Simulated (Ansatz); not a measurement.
SiO:
```
CELL_PARAMETERS angstrom
      8.03358     0.00000     0.00000
      0.00000     2.59999     0.00000
      0.00000     0.00000     4.50017
ATOMIC_POSITIONS crystal
  Si 0.87661 0.25000 0.54094
  Si 0.12339 0.75000 0.45906
  Si 0.62339 0.75000 0.04094
  Si 0.37661 0.25000 0.95906
  O  0.73495 0.25000 0.85354
  O  0.26505 0.75000 0.14646
  O  0.76505 0.75000 0.35354
  O  0.23495 0.25000 0.64646
```

Relaxed with PBE+D3(BJ). Special points in fractions of this cell's reciprocal vectors: Γ (0.000, 0.000, 0.000); X (0.500, 0.000, 0.000); S (0.500, 0.500, 0.000); Y (0.000, 0.500, 0.000); Z (0.000, 0.000, 0.500); U (0.500, 0.000, 0.500); R (0.500, 0.500, 0.500); T (0.000, 0.500, 0.500).

**Question.** List the band energies nearest the Fermi level at these points for PBE+D3(BJ) (plane waves, PAW; program Ansatz).

**Answer.** In eV from the Fermi level; about four levels below and three above (degenerate sets whole), none deeper than 8.9 eV; points with the same levels are listed once.

```tsv
k	below	above
Γ	-4.88 -4.62 -2.23 -1.25	2.05 3.08 3.11
X	-4.84 -4.84 -1.09 -1.09	1.61 1.61 4.03 4.03
S	-3.92 -3.92 -3.92 -3.92	2.04 2.04 2.04 2.04
Y	-4.43 -4.43 -3.56 -3.56	2.15 2.15 2.67 2.67
Z	-5.84 -5.84 -1.54 -1.54	2.19 2.19 4.92 4.92
U	-5.53 -5.53 -2.04 -2.04	2.84 2.84 4.59 4.59
R	-4.08 -4.08 -4.08 -4.08	1.76 1.76 1.76 1.76
T	-5.05 -5.05 -3.05 -3.05	0.57 0.57 1.78 1.78
```

Space group Pnma. The start of the workflow was typed in or built on a structure type; neither database checked (COD, Materials Project) lists it. Whether it is the stable phase at ambient conditions was not checked. The cell was relaxed with PBE+D3(BJ) under the symmetry of its start; its stability against distortions is not shown here. A small band overlap can be real or an error of a semilocal functional.

Potentials: the earlier of the program's two PAW sets.
